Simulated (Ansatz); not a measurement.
Level: PBE, no spin polarisation; 420 eV; 7×7×3 Γ-centred mesh; methfessel-paxton occupations (width 0.0125 eV); Ansatz 0.2.0, fixed geometry.

Computed maps in the lattice plane spanned by a (left to right, 3.85 Å, 12 points from zero) and b (bottom to top, 3.85 Å, 12 points from zero), 90° apart, at height 0.000 along c. The fields are smooth PAW ones with compensation charges, not the true ones near nuclei.

Valence density. Digits on a logarithmic scale: 0 up to 0.03 e/Å³, each further digit a factor of 1.6, 9 from 1.3 e/Å³ up:
```
764311011346
543221112234
332223332223
112234543221
011346764311
001357975310
011346764311
112234543221
332223332223
543221112234
764311011346
975310001357
```

ELF. Ten even steps from '0' (0.03) to '9' (1.00):
```
999610001699
998311211389
863126862136
211289998211
001699999610
002899999820
001699999610
211289998211
863126862136
998311211389
999610001699
999820002899
```

The cell is LiHI. Which atoms lie within 0.2 Å of this plane, and where (fractions of a and b)?

H at (0.00, 0.00), H at (0.50, 0.50). The whole cell:
```
Li H I
1.0
     3.84511    0.00000    0.00000
     0.00000    3.84511    0.00000
     0.00000    0.00000    8.44487
Li H I
2 2 2
Direct
  0.00000 0.50000 0.16000
  0.50000 0.00000 0.84000
  0.00000 0.00000 0.00000
  0.50000 0.50000 0.00000
  0.00000 0.50000 0.67500
  0.50000 0.00000 0.32500
```

Origin: a known structure type with other elements, at an estimated volume, so it need not be a known compound.
